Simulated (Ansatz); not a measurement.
Values for one crystal, relaxed and computed with the program Ansatz at the r²SCAN level (PAW); other levels are named.

```yaml
volume_per_atom: 19.09 Å³
electronic_character: no gap, with almost no states at the Fermi level (zero-gap or semimetallic)
Density of states at the Fermi level: 0.01 states/eV per atom (mean over ±0.08 eV)
Formation energy from the elements (no fitted shifts): -0.58 eV/atom
```

**Question.** Which of these materials gives this?
A) Mg6Cu16Si7, Fm-3m (Pearson symbol cF116)
B) MnCuAs, P4/nmm (Mn on 2c, Cu on 2b, As on 2c)
C) CrMoO4, Cmmm (Cr on 2a, Mo on 2c, O on 4h, O on 4i)
D) CrCuSe2, R3m (Se on 3a, Cr on 3a, Cu on 3a, Se on 3a)

**Answer.** D, CrCuSe2, R3m (Se on 3a, Cr on 3a, Cu on 3a, Se on 3a)

The workflow started from an entry of the Crystallography Open Database (COD). Whether it is the stable phase at ambient conditions was not checked. The cell was relaxed with r²SCAN under the symmetry of its start; its stability against distortions is not shown here. The final state is ferromagnetic, the only order run, not a proven ground state. Other orbital occupations within this spin state were not tried. No Hubbard U is applied. The compound may be a true metal, but semilocal functionals without U, or a wrong spin order, can also close a gap. The references are the lowest solids computed at this level, not always the standard phases. Spin–orbit coupling is left out wherever it is not named.

Potentials: the later of the program's two PAW sets.
